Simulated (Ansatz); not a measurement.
GeSe₂ in space group I-42d (No. 122; Ge on 4a, Se on 8d), PBEsol in the plane-wave PAW code Ansatz. The conduction-band minimum lies on the Γ–M line, 98 % of the way from Γ, with 2 equivalent valleys. Second derivatives d²E/dk² of the lowest band at one valley (eV·Å²), along Cartesian directions:

| direction | d²E/dk² |
|---|---|
| [100] | 12.65 |
| [010] | 12.65 |
| [001] | 16.96 |
| [110] | 13.10 |
| [101] | 14.84 |
| [011] | 14.84 |

Problem. Find the principal effective masses, the density-of-states mass and the conductivity mass.

Solution. Off-diagonal terms follow from H_xy = H[110] − (H_xx + H_yy)/2, and m*/mₑ = 7.620 eV·Å² over each eigenvalue: 0.45, 0.58, 0.62. One valley's DOS mass (m₁m₂m₃)^(1/3) = 0.55, conductivity mass 3/(Σ 1/mᵢ) = 0.54 mₑ.

Problem. What effective density of states Nc follows at 300 K for parabolic valleys?

Solution. Nc = 2.509e19 × 2 × (0.55)^(3/2) ≈ 2.0e19 cm⁻³.

The workflow started from a Materials Project entry (that database holds measured and hypothetical structures alike); the Crystallography Open Database copy checked does not list it. Its standing as an ambient phase is unchecked. The PBEsol relaxation kept the symmetry of its start; whether a distortion lowers the energy is not shown. Scalar-relativistic: spin–orbit coupling is off unless named, which matters more the heavier the elements.

Potentials: the later of the program's two PAW sets.

Edges and masses are those of Kohn–Sham bands, whose gap is no quasiparticle gap.
